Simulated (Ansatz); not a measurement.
Relaxed Zr (hcp, Mg type):

```
CELL_PARAMETERS angstrom
      6.49182     0.00000     0.00000
     -1.62295     2.81104     0.00000
      0.00000     0.00000     5.15116
ATOMIC_POSITIONS crystal
  Zr 0.16667 0.66667 0.75000
  Zr 0.66667 0.66667 0.75000
  Zr 0.33333 0.33333 0.25000
  Zr 0.83333 0.33333 0.25000
```

In this cell atom 4 (Zr, nearest neighbour Zr at 3.185 Å; its periodic images, 3.2 Å or more away, move with it) is moved by s along Cartesian [110], unit vector (0.707, 0.707, 0.000); all other atoms and the cell stay fixed.

Calculation: r2SCAN (plane waves to 500 eV, PAW, scalar-relativistic; Ansatz, an electronic-structure program). k mesh 13×13×7 (Γ-centred), Fermi-Dirac smearing 0.05 eV. The energy includes the smearing's −TS. Left out: 4 of 11 points, with atoms too close for the PAW data. With partly filled bands, energies and forces of such displacements shift with the k mesh and the smearing. The PAW data are Ansatz's earlier set. Zr is run without spin polarisation. Zr was relaxed with its symmetry unable to fall. ΔE is measured from the undisplaced structure.

Successive frames, forces in eV/Å:

| frame | ΔE (meV/cell) | F on Zr1 | F on Zr2 | F on Zr3 | F on Zr4 |
|---|---|---|---|---|---|
| s = 0.192 Å | 106 | (0.125, 0.017, 0.000) | (-0.005, 0.121, 0.000) | (0.728, 0.537, 0.000) | (-0.847, -0.675, 0.000) |
| s = 0.000 Å | 0 | (-0.002, -0.001, 0.000) | (-0.002, -0.001, 0.000) | (0.002, 0.001, 0.000) | (0.002, 0.001, 0.000) |
| s = -0.192 Å | 109 | (-0.121, 0.001, 0.000) | (-0.039, -0.137, 0.000) | (-0.722, -0.549, 0.000) | (0.883, 0.685, 0.000) |

**Question.** What are the energy and the forces in the next frame, s = -0.384 Å?

**Answer.** ΔE (meV/cell) = 409.

```csv
atom,Fx,Fy,Fz
Zr1,-0.235,0.028,0.000
Zr2,0.060,-0.144,0.000
Zr3,-1.424,-1.133,0.000
Zr4,1.600,1.249,0.000
```

(For displaced atoms, the force is minus the slope of the energy, and its curvature is a force constant, which sets phonon frequencies.)
